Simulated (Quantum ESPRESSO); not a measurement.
## Si11As3P (input and log of a self-consistent run)

A calculation, not a measurement. The program is pw.x of Quantum ESPRESSO 7.5 (plane-wave density functional theory). The cell is made up: 15 atoms on a doubled zincblende/diamond lattice with one site empty, with randomly drawn elements, strain and displacements, not relaxed. PseudoDojo standard norm-conserving files (v0.5 for PBE, v0.4.1 for LDA and PBEsol) set the functional; there is no spin polarisation, spin-orbit coupling or dispersion term, and the masses in the input are unused placeholders. A spin-polarised start on this cell or one of its family kept no moment above 0.05 Bohr magneton at the same smearing; a narrower smearing was not tried.

Input:

```
&control calculation='scf', pseudo_dir='./dojo.nc.sr.pbe.v0_5.standard.upf', outdir='./o', disk_io='low', tprnfor=.true., tstress=.true. /
&system ibrav=0, nat=15, ntyp=3, nbnd=57, ecutwfc=84.00895049, nosym=.true., tot_charge=0,
 occupations='smearing', smearing='fd', degauss=0.0073498644
/
&electrons conv_thr=7.350e-09, electron_maxstep=60, /
ATOMIC_SPECIES
As 1.0 As.upf
P 1.0 P.upf
Si 1.0 Si.upf
CELL_PARAMETERS angstrom
5.5264 0.0858 0.0358
0.0858 5.6683 -0.0441
0.0716 -0.0883 11.3907
ATOMIC_POSITIONS angstrom
Si -0.0798 -0.0542 -0.0023
Si -0.0274 2.9277 2.844
Si 2.7844 -0.0229 2.9674
Si 2.8521 2.9366 -0.0678
As 0.0724 -0.0271 5.7483
Si 0.17 2.7082 8.5231
Si 2.8373 0.0011 8.6252
Si 2.9294 2.8478 5.657
Si 1.2285 1.4504 1.4064
Si 1.5018 4.3517 4.2893
As 4.1643 1.4252 4.257
Si 4.206 4.2305 1.3697
Si 1.5497 4.2707 9.9962
As 4.2125 1.492 10.1003
P 4.1974 4.3109 7.108
K_POINTS automatic
6 6 4 1 1 1
```

The log is shortened where brackets say so; the opening notice, blank lines, dates and the lines on written files are dropped, and the path of the files is cut. It prints rydbergs, bohrs and kilobars, and counts compression as positive stress.

```
     Program PWSCF v.7.5
     Parallel version (MPI & OpenMP), running on       4 processor cores
     Number of MPI processes:                 4
     Threads/MPI process:                     1
     [start-up lines left out]
     bravais-lattice index     =            0
     lattice parameter (alat)  =      10.4449  a.u.
     unit-cell volume          =    2407.1078 (a.u.)^3
     number of atoms/cell      =           15
     number of atomic types    =            3
     number of electrons       =        94.00
     number of Kohn-Sham states=           57
     kinetic-energy cutoff     =      84.0090  Ry
     charge density cutoff     =     336.0358  Ry
     scf convergence threshold =      7.3E-09
     mixing beta               =       0.7000
     number of iterations used =            8  plain     mixing
     Exchange-correlation= PBE
                           (   1   4   3   4   0   0   0)
     [axes and pseudopotential details left out]
   Cartesian axes
     site n.     atom                  positions (alat units)
         1        Si     tau(   1) = (  -0.0144377  -0.0098061  -0.0004161  )
         2        Si     tau(   2) = (  -0.0049573   0.5296913   0.5145479  )
         3        Si     tau(   3) = (   0.5037649  -0.0041432   0.5368739  )
         4        Si     tau(   4) = (   0.5160134   0.5313015  -0.0122666  )
         5        As     tau(   5) = (   0.0130989  -0.0049030   1.0400056  )
         6        Si     tau(   6) = (   0.0307571   0.4899784   1.5420336  )
         7        Si     tau(   7) = (   0.5133357   0.0001990   1.5605059  )
         8        Si     tau(   8) = (   0.5299988   0.5152354   1.0234872  )
         9        Si     tau(   9) = (   0.2222652   0.2624122   0.2544515  )
        10        Si     tau(  10) = (   0.2717117   0.7873271   0.7760374  )
        11        As     tau(  11) = (   0.7534219   0.2578529   0.7701936  )
        12        Si     tau(  12) = (   0.7609664   0.7653991   0.2478116  )
        13        Si     tau(  13) = (   0.2803780   0.7726722   1.8085527  )
        14        As     tau(  14) = (   0.7621425   0.2699386   1.8273869  )
        15        P      tau(  15) = (   0.7594105   0.7799454   1.2860080  )
     number of k points=    72  Fermi-Dirac smearing, width (Ry)=  0.0073
                       cart. coord. in units 2pi/alat
        k(    1) = (   0.0817018   0.0804947   0.0607650), wk =   0.0277778
        k(    2) = (   0.0809010   0.0814507   0.1820865), wk =   0.0277778
     [further k points left out]
     Dense  grid:   250447 G-vectors     FFT dimensions: (  64,  64, 125)
     Estimated max dynamical RAM per process >     914.88 MB
     Estimated total dynamical RAM >       3.39 GB
     Initial potential from superposition of free atoms
     starting charge      93.9924, renormalised to      94.0000
     Starting wfcs are   75 randomized atomic wfcs
     total cpu time spent up to now is       29.0 secs
     per-process dynamical memory:   768.7 Mb
     Self-consistent Calculation
     iteration #  1     ecut=    84.01 Ry     beta= 0.70
     Davidson diagonalization with overlap
     ethr =  1.00E-02,  avg # of iterations =  3.0
     Threshold (ethr) on eigenvalues was too large:
     Diagonalizing with lowered threshold
     Davidson diagonalization with overlap
     ethr =  3.19E-04,  avg # of iterations =  5.8
     total cpu time spent up to now is      176.4 secs
     total energy              =    -742.89448056 Ry
     estimated scf accuracy    <       0.34729420 Ry
     iteration #  2     ecut=    84.01 Ry     beta= 0.70
     Davidson diagonalization with overlap
     ethr =  3.69E-04,  avg # of iterations =  6.9
     total cpu time spent up to now is      250.7 secs
     total energy              =    -742.70590139 Ry
     estimated scf accuracy    <       1.08393549 Ry
     iteration #  3     ecut=    84.01 Ry     beta= 0.70
     Davidson diagonalization with overlap
     ethr =  3.69E-04,  avg # of iterations =  5.8
     total cpu time spent up to now is      327.5 secs
     total energy              =    -742.81894534 Ry
     estimated scf accuracy    <       1.19344358 Ry
     iteration #  4     ecut=    84.01 Ry     beta= 0.70
     Davidson diagonalization with overlap
     ethr =  3.69E-04,  avg # of iterations =  3.7
     total cpu time spent up to now is      388.2 secs
     total energy              =    -742.93342018 Ry
     estimated scf accuracy    <       0.14752491 Ry
     iteration #  5     ecut=    84.01 Ry     beta= 0.70
     Davidson diagonalization with overlap
     ethr =  1.57E-04,  avg # of iterations =  4.2
     total cpu time spent up to now is      450.2 secs
     total energy              =    -742.94263173 Ry
     estimated scf accuracy    <       0.19483864 Ry
     [iterations 6 to 9 left out]
     iteration # 10     ecut=    84.01 Ry     beta= 0.70
     Davidson diagonalization with overlap
     ethr =  2.05E-08,  avg # of iterations =  4.3
     total cpu time spent up to now is      770.4 secs
     total energy              =    -742.96019945 Ry
     estimated scf accuracy    <       0.00001052 Ry
     iteration # 11     ecut=    84.01 Ry     beta= 0.70
     Davidson diagonalization with overlap
     ethr =  1.12E-08,  avg # of iterations =  2.0
     total cpu time spent up to now is      824.9 secs
     total energy              =    -742.96020016 Ry
     estimated scf accuracy    <       0.00000139 Ry
     iteration # 12     ecut=    84.01 Ry     beta= 0.70
     Davidson diagonalization with overlap
     ethr =  1.48E-09,  avg # of iterations =  4.6
     total cpu time spent up to now is      886.4 secs
     total energy              =    -742.96020037 Ry
     estimated scf accuracy    <       0.00000005 Ry
     iteration # 13     ecut=    84.01 Ry     beta= 0.70
     Davidson diagonalization with overlap
     ethr =  5.39E-11,  avg # of iterations =  5.0
     total cpu time spent up to now is      959.1 secs
     total energy              =    -742.96020039 Ry
     estimated scf accuracy    <       0.00000009 Ry
     iteration # 14     ecut=    84.01 Ry     beta= 0.70
     Davidson diagonalization with overlap
     ethr =  5.39E-11,  avg # of iterations =  2.0
     total cpu time spent up to now is     1012.1 secs
     End of self-consistent calculation
          k = 0.0817 0.0805 0.0608 ( 31326 PWs)   bands (ev):
   -30.6049 -30.5933 -30.5810 -30.5739 -30.5638 -30.4465 -30.4330 -30.4011
   -30.3902 -30.3859 -30.2020 -30.1974 -30.0908 -30.0552 -30.0256  -7.5010
    -7.0030  -5.9401  -4.5559  -4.5056  -3.3382  -2.8871  -2.7414  -2.1684
    -1.9103  -1.5745  -1.4675  -0.1890   0.8088   1.2829   1.4689   1.7229
     1.8826   2.0230   2.1774   2.3466   2.5126   2.6874   2.9822   3.0623
     3.3471   3.7570   4.3291   4.7291   4.9536   5.5908   5.8326   6.1718
     6.2633   6.4025   6.5790   6.7521   6.8910   7.0682   7.2381   7.7413
     7.8214
     [levels at the other k points left out]
     the Fermi energy is     6.0542 ev
!    total energy              =    -742.96020039 Ry
     estimated scf accuracy    <          4.5E-09 Ry
     smearing contrib. (-TS)   =      -0.01488418 Ry
     internal energy E=F+TS    =    -742.94531622 Ry
     The total energy is F=E-TS. E is the sum of the following terms:
     one-electron contribution =    -506.62367300 Ry
     hartree contribution      =     288.11809689 Ry
     xc contribution           =    -179.69508767 Ry
     ewald contribution        =    -344.74465244 Ry
     convergence has been achieved in  14 iterations
     Forces acting on atoms (cartesian axes, Ry/au):
     atom    1 type  3   force =     0.02650275    0.01576198    0.04005364
     atom    2 type  3   force =     0.05101966   -0.01549193   -0.00744958
     atom    3 type  3   force =    -0.04132296    0.01792887   -0.08005929
     atom    4 type  3   force =    -0.09241203    0.00850508    0.07874339
     atom    5 type  1   force =     0.01657383    0.03438203    0.05371584
     atom    6 type  3   force =     0.02705877    0.00908453   -0.02287051
     atom    7 type  3   force =    -0.03022278    0.02039488   -0.02213855
     atom    8 type  3   force =    -0.05848833    0.02212368    0.05420446
     atom    9 type  3   force =     0.04829021    0.00087677    0.01210153
     atom   10 type  3   force =    -0.00288117   -0.06392347   -0.01508754
     atom   11 type  1   force =     0.02585864    0.01594893   -0.02148209
     atom   12 type  3   force =    -0.01526624    0.03108931    0.01557966
     atom   13 type  3   force =    -0.00674314   -0.01933696   -0.03034522
     atom   14 type  1   force =     0.03977051   -0.04684563   -0.05663944
     atom   15 type  2   force =     0.01226226   -0.03049806    0.00167370
     Total force =     0.249176     Total SCF correction =     0.000224
     Computing stress (Cartesian axis) and pressure
          total   stress  (Ry/bohr**3)                   (kbar)     P=      -29.92
  -0.00019793  -0.00009007  -0.00010025          -29.12      -13.25      -14.75
  -0.00009007  -0.00022845   0.00004596          -13.25      -33.61        6.76
  -0.00010025   0.00004596  -0.00018383          -14.75        6.76      -27.04
     init_run     :     27.83s CPU     28.77s WALL (       1 calls)
     electrons    :    972.81s CPU    983.11s WALL (       1 calls)
     forces       :     12.52s CPU     12.61s WALL (       1 calls)
     stress       :     40.98s CPU     42.20s WALL (       1 calls)
     [timing details left out]
     PWSCF        :  17m34.64s CPU  17m47.54s WALL
     JOB DONE.
```

In other units: free energy -10108.488 eV for the cell, pressure -2.99 GPa, largest force component 2.376 eV/Å. A rerun of a related cell, with the same atoms placed differently, at a cutoff of 1437 eV and k mesh 8 x 8 x 6 moved values by no more than 0.005 eV in energy, 0.02 GPa in stress and 0.007 eV/Å in force.